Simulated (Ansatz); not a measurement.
Relaxed candidate structures of LaNbO$_{4}$:

A. C2/c (No. 15), mS24; a = 7.2472 Å, b = 11.4223 Å, c = 5.1565 Å, α = 90.00°, β = 130.24°, γ = 90.00°; La 4e (0.000, 0.370, 0.250); Nb 4e (0.000, 0.100, 0.750); O 8f (0.235, 0.032, 0.193); O 8f (0.351, 0.295, 0.339)

B. I4₁/a, origin choice 1 (No. 88), tI24; a = 5.3699 Å, b = 5.3699 Å, c = 11.4984 Å, α = 90.00°, β = 90.00°, γ = 90.00°; La 4a (0.000, 0.000, 0.000); Nb 4b (0.000, 0.000, 0.500); O 16f (0.257, 0.164, 0.163)

Q: Order them by energy per atom (lowest first) at the level PBEsol (plane waves to 420 eV, PAW, scalar-relativistic; Ansatz, a first-principles code).

A: A (reference, the lowest of the structures calculated here), B (+0.006 eV/atom)

Q: Give each candidate's band gap.

A: No candidate is metallic. A: 3.63 eV (no spin-orbit coupling); B: 4.15 eV (no spin-orbit coupling).

Each run could gain symmetry but not lose that of its start, so entries can be saddle points.  Static energies at zero pressure. The runs use different k-meshes, so differences are rounded accordingly. No spin polarisation in the result. Gaps of cells over 8 atoms come from the SCF mesh and high-symmetry points alone.
